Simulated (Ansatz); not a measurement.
## Thermal properties of BaTlN from its phonons

These are results of DFT PBE, scalar-relativistic, plane waves, PAW in Ansatz 0.2.0, not measurements. Cutoff 420 eV, 8×8×4 k-points (Γ-centred), Gaussian smearing of 0.10 eV. No spin polarisation. Phonons by linear response, acoustic sum rule imposed.

Relaxed structure:
```cif
data_structure
_symmetry_space_group_name_H-M 'P 1'
_symmetry_Int_Tables_number 1
_cell_length_a 4.2024
_cell_length_b 4.2024
_cell_length_c 8.6941
_cell_angle_alpha 90.000
_cell_angle_beta 90.000
_cell_angle_gamma 90.000
_cell_volume 153.54
loop_
_atom_site_label
_atom_site_type_symbol
_atom_site_fract_x
_atom_site_fract_y
_atom_site_fract_z
_atom_site_occupancy
Ba1 Ba 0.00000 0.50000 0.64587 1
Ba2 Ba 0.50000 0.00000 0.35413 1
Tl1 Tl 0.00000 0.50000 0.08679 1
Tl2 Tl 0.50000 0.00000 0.91321 1
N1 N 0.00000 0.50000 0.33820 1
N2 N 0.50000 0.00000 0.66180 1
```

It was reached by relaxing an invented guess, and it needn't be the stable form of this composition. In a metal, frequencies and elastic constants depend on the k mesh and the smearing, soft modes and shear constants most. Spin–orbit coupling is left out, which matters for heavy elements. The q mesh is coarse, so values between its points are rough.

Force constants from linear response on a 2×2×1 q mesh, interpolated to a fine mesh.

Phonon density of states, in bins of 10 cm⁻¹:
```
bin centre (cm⁻¹)  share of modes (%)
                5                 0.1
               15                 0.5
               25                 1.5
               35                 6.4
               45                 7.2
               55                10.8
               65                10.4
               75                 7.5
               85                 5.0
               95                 5.8
              105                 2.5
              115                 5.9
              125                 3.6
              135                 0.6
              145                 1.0
              155                 1.2
              165                 2.1
              175                 5.6
              185                 2.0
              195                 0.6
              205                 1.8
              215                 1.8
              225                 1.3
              235                 1.1
              245                 1.0
              255                 0.9
              265                 0.8
              275                 0.0
              285                 0.0
              295                 0.0
              305                 0.0
              315                 0.0
              325                 0.0
              335                 0.0
              345                 0.0
              355                 0.0
              365                 0.0
              375                 0.0
              385                 0.0
              395                 0.0
              405                 0.5
              415                 2.0
              425                 3.0
              435                 1.8
              445                 1.3
              455                 1.0
              465                 0.8
              475                 0.7
              485                 0.0
```

(1) What is the zero-point energy per atom?

(2) How large are the vibrational entropy and heat capacity at 300 K?

(3) Tabulate them against temperature.

Answers

(1) 25.7 meV.

(2) S = 5.23 k_B and C_V = 2.83 k_B per atom, 94 % of the Dulong–Petit value.

(3)
```tsv
T (K)	F_vib (meV/atom)	S (k_B/atom)	C_V (k_B/atom)
100	16.3	2.40	2.21
200	-12.3	4.11	2.68
300	-52.8	5.23	2.83
400	-101.5	6.05	2.90
500	-156.6	6.70	2.93
600	-216.7	7.24	2.95
700	-281.1	7.69	2.97
800	-349.2	8.09	2.97
900	-420.4	8.44	2.98
1000	-494.5	8.76	2.98
```
